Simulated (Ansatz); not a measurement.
# Li3AsF6 (Fm-3m), kick along a soft mode, then relaxed

The calculation used DFT PBEsol, scalar-relativistic, plane waves, PAW in Ansatz 0.2.0. Settings: plane waves to 420 eV, k-mesh 6×6×6 (Γ-centred), Gaussian smearing 0.05 eV. No spin polarisation. Energies are free energies at this smearing, counted from the undisturbed cell; pressure is positive in compression.

Zero of the scan (relaxed at this level; it needn't be the usual structure):

```
CELL_PARAMETERS angstrom
0.00000 3.95867 3.95867
3.95867 0.00000 3.95867
3.95867 3.95867 0.00000
ATOMIC_POSITIONS crystal
Li 0.25000 0.25000 0.25000
Li 0.75000 0.75000 0.75000
Li 0.50000 0.50000 0.50000
As 0.00000 0.00000 0.00000
F 0.25497 0.25497 0.74503
F 0.25497 0.74503 0.74503
F 0.74503 0.74503 0.25497
F 0.25497 0.74503 0.25497
F 0.74503 0.25497 0.74503
F 0.74503 0.25497 0.25497
```

The atoms are moved along a zone-centre mode of 217i cm⁻¹ (Å):

```tsv
atom	ux	uy	uz
Li1	0.000	0.000	0.150
Li2	0.000	0.000	-0.150
Li3	0.000	0.000	0.000
As4	0.000	0.000	0.000
F5	0.000	0.000	0.000
F6	0.000	0.033	0.000
F7	0.000	0.000	0.000
F8	-0.033	0.000	0.000
F9	0.033	0.000	0.000
F10	0.000	-0.033	0.000
```

Cell and atoms are then relaxed.

**Question.** Does the relaxation return to the undisturbed structure?

**Answer.** No. It ends 68.9 meV/atom below it. The final space group reads Immm (tolerance 0.01 Å) and the volume changes by 4.37 %.

Final structure:

```
CELL_PARAMETERS angstrom
-0.10858 3.99580 4.05829
3.99580 -0.10858 4.05829
3.88722 3.88722 0.00000
ATOMIC_POSITIONS crystal
Li 0.35674 0.35674 0.14326
Li 0.64326 0.64326 0.85674
Li 0.50000 0.50000 0.50000
As 0.00000 0.00000 0.00000
F 0.24623 0.24623 0.75377
F 0.28598 0.71402 0.77565
F 0.75377 0.75377 0.24623
F 0.28598 0.71402 0.22435
F 0.71402 0.28598 0.77565
F 0.71402 0.28598 0.22435
```

The relaxation, step by step (energy from the first step; small jumps at an unchanged geometry come where the plane waves are selected anew for the new cell):

```
step  ΔE (meV/atom) largest force component (eV/Å) pressure (GPa)
   1            0.0                           0.175            0.03
   2           -7.7                           0.287           -0.05
   3          -23.3                           0.370           -0.19
   4          -51.7                           0.410            0.11
   5          -62.6                           0.089            0.66
   6          -61.1                           0.078           -0.87
   7          -62.7                           0.035           -0.01
   8          -62.6                           0.017           -0.02
   9          -62.7                           0.003           -0.01
  10          -65.3                           0.004            0.38
  11          -65.1                           0.012           -0.01
  12          -65.1                           0.003            0.00
  13          -65.4                           0.002            0.06
  14          -65.4                           0.000            0.00
  15          -65.5                           0.000            0.00
```

Cost: 1 run of about 3.3 core-minutes, on Arm Neoverse V2 (shared hosts).